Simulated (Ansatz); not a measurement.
**InP: computed property card**

InP:
```yaml
crystal:
  lattice:
    - [4.11105, 0.00000, 0.00000]
    - [-2.05552, 3.56027, 0.00000]
    - [0.00000, 0.00000, 6.75307]
  atoms:
    - { symbol: In, position: [0.66667, 0.33333, 0.50032] }
    - { symbol: In, position: [0.33333, 0.66667, 0.00032] }
    - { symbol: P, position: [0.66667, 0.33333, 0.87468] }
    - { symbol: P, position: [0.33333, 0.66667, 0.37468] }
```

Space group P6_3mc (No. 186), wurtzite; conventional cell a = b = 4.111 Å, c = 6.753 Å, α = β = 90.00°, γ = 120.00°.

Method: LDA (plane waves, PAW; program Ansatz). Structure relaxed to zero pressure with the same functional. Other levels are named where they apply.

### Cell and energy

```
Property                                                             Value
-----------------------------------------------------  -------------------
Volume per atom                                                   24.71 Å³
Density                                                         4.90 g/cm³
Formation energy from the elements (no fitted shifts)  -20 kJ/mol of atoms
```

### Electronic structure

```
Property                                                                          Value
--------------------------------------------  -----------------------------------------
Band gap                                                               0.64 eV (direct)
Valence-band maximum                                                               at Γ
Conduction-band minimum                                                            at Γ
Electron effective mass                       0.050, 0.055, 0.055 mₑ (principal values)
Hole effective mass, band 1 of 2 at the edge             1.0 along x, 0.98 along z (mₑ)
Hole effective mass, band 2 of 2 at the edge           0.052 along x, 0.98 along z (mₑ)
```

### Mechanics

```
Item                                  Result
----------------------------------  --------
Bulk modulus (Birch–Murnaghan fit)  70.9 GPa
Pressure derivative B′                   4.6
```

### Phonons

```
Quantity                                                             Value
--------------------------------------------------  ----------------------
Highest zone-centre frequency (without LO–TO term)               334 cm^-1
Zone-centre stability                               no imaginary mode at Γ
```

The workflow started from a Materials Project entry (that database holds measured and hypothetical structures alike); the Crystallography Open Database copy checked does not list it. It is not the phase usual at ambient conditions (space group No. 216). Symmetry was held in the LDA relaxation. The references are the lowest solids computed at this level, not always the standard phases. Scalar-relativistic: spin–orbit coupling is off unless named, which matters more the heavier the elements.

Potentials: the later of the program's two PAW sets.
